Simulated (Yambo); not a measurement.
G0W0@PBEsol for K2PtC2 (space group P-3m1, No. 164) in Yambo. Reference settings: 3×3×2 Γ-centred k mesh, bands 5 to 219 and a 8 Ry block in the screening, 219 bands in G with the Bruneval-Gonze terminator, plasmon pole fitted at 27.2 eV. The PBEsol gap A → (0, 0.333, -0.5) on this mesh is 1.19 eV; G0W0 gaps are taken between the same points.

The settings were changed. The gap went from 2.07 eV to 1.93 eV, and the shift of the valence edge from -0.51 eV to -0.30 eV.

### Question
Name the change that produced these shifts.
A. 81 bands in G
B. 3 Ry block
C. 2 Ry block
D. 139 bands in G

### Answer
B, 3 Ry block. The others gave (gap, valence shift): 139 bands in G: 2.07, -0.50 eV; 2 Ry block: 1.91, -0.22 eV; 81 bands in G: 2.07, -0.47 eV.

Spin-orbit coupling is not included.

Geometry of the Materials Project entry, not relaxed at this level; primitive cell a = b = 5.138 Å, c = 5.195 Å, α = β = 90.00°, γ = 120.00°.

The structure is a Materials Project entry; no match was found in the copy of COD used, and its stability was not checked.

A shift is the quasiparticle energy of the state minus its PBEsol energy.
